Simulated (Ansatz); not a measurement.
One stationary structure of TePb. Space group Fm-3m (No. 225), rock salt type. All values below come from r2SCAN (plane waves to 500 eV, PAW, scalar-relativistic; Ansatz, a first-principles code).

```xyz
2
Lattice="-2.3105 3.2678 2.3109 2.3105 -3.2678 2.3109 2.3105 3.2678 -2.3109" Properties=species:S:1:pos:R:3 pbc="T T T"
Te     0.0000     3.2678     2.2445
Pb     0.0000     0.0000     2.2404
```

Question: Estimate the band gap that r2SCAN returns for this input.

Answer: 1.10 eV (no spin-orbit coupling).

No spin polarisation in the result. Without spin-orbit coupling the bands of the heavy element are not split, so the gap can be far off.

Measured for TePb: gap 0.19 eV (0 K or low temperature; as listed in arXiv:2302.06325). Computed minus measured — gap: r2SCAN +0.91 eV. The computed values are for a static lattice, and a measured gap can be an optical one, lowered by exciton binding.

It was reached from a disturbed copy of a Pmma (No. 51) cell (AFLOW prototype AB_oP4_51_e_f (B19, as in CdAu)), against which it lies -0.26 eV/atom.
